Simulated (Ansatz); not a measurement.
This cell of Al (fcc, Cu type) is off equilibrium:

```xyz
1
Lattice="0.0000 2.0966 2.0966 2.0966 0.0000 2.0966 2.0966 2.0966 0.0000" Properties=species:S:1:pos:R:3 pbc="T T T"
Al     0.0000     0.0000     0.0000
```

Level of theory: r2SCAN (plane waves to 500 eV, PAW, scalar-relativistic; Ansatz, a first-principles code). k mesh 20×20×20 (Γ-centred), Fermi-Dirac smearing 0.05 eV. The energy includes the smearing's −TS. Compression counts positive. Al was relaxed with its symmetry unable to fall. The PAW data are Ansatz's earlier set.

**Question.** Give the stress tensor in GPa and the pressure.

**Answer.** 
```
   -9.7      0.0      0.0
    0.0     -9.7      0.0
    0.0      0.0     -9.7
```
The pressure, a third of the trace, is -9.7 GPa.

**Question.** It is the relaxed cell scaled evenly to V/V₀ = 1.160, atoms relaxed where free. What is its energy relative to the relaxed cell?

**Answer.** 89 meV/atom.

(A scan under strain: stresses follow from slopes of the energy per volume, elastic moduli from its curvatures.)
